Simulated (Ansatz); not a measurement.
# B2Ru, first-principles data

B2Ru:
```
CELL_PARAMETERS angstrom
      3.00598     0.00000     0.00000
     -1.50299     2.60326     0.00000
      0.00000     0.00000     3.23124
ATOMIC_POSITIONS crystal
  Ru 0.00000 0.00000 0.00000
  B  0.33333 0.66667 0.50000
  B  0.66667 0.33333 0.50000
```

Space group P6/mmm (No. 191); conventional cell a = 3.006 Å, b = 3.006 Å, c = 3.231 Å, α = 90.00°, β = 90.00°, γ = 120.00°.

Method: DFT-PBEsol in the program Ansatz with PAW potentials. Geometry: relaxed at this level of theory. Other levels are named where they apply.

Cell and energy:

Volume per atom: 8.43 Å³
Density: 8.06 g/cm³
Formation energy from the elements (no fitted shifts): 0.13 eV/atom

Electronic structure:

- Electronic character: metallic (no gap)
- Density of states at the Fermi level: 0.63 states/eV per atom (mean over ±0.08 eV)
- Gap with spin–orbit coupling: none (metallic)

Mechanics:

Bulk modulus (Birch–Murnaghan fit): 308 GPa
Pressure derivative B′: 4.2
Elastic constants (relaxed ions, GPa): C11 = 457, C12 = 276, C13 = 220, C33 = 441, C44 = 37.1
Mechanical stability: stable (all eigenvalues of C positive)
Hill bulk and shear moduli: 309 and 67.5 GPa
Young's modulus: 189 GPa
Poisson's ratio: 0.40
Debye temperature from the elastic constants: 479 K

Phonons:

- Highest zone-centre frequency: 772 cm⁻¹
- Zone-centre stability: no imaginary mode at Γ

The cell is a constructed one: a structure type filled with these elements; neither database checked (COD, Materials Project) lists it. COD files the formula under space group No. 59. Its standing as an ambient phase is unchecked. The cell was relaxed with PBEsol under the symmetry of its start. The run is not spin-polarised. As this level gives no gap, shear constants depend on the k-mesh and smearing (Fermi–Dirac, 0.1 eV here). As this level gives no gap, phonon frequencies hold no LO–TO term and depend on the k-mesh and smearing (Fermi–Dirac, 0.1 eV here). On the denser mesh and wider smearing of the elastic run this cell carries a stress of 0.4 GPa. The references are the lowest solids computed at this level, not always the standard phases. Spin–orbit coupling is left out wherever it is not named.

Potentials: the earlier of the program's two PAW sets. The files were generated under PBE; for other functionals the program regenerates the frozen cores, and for LDA and PBEsol the local potential too.
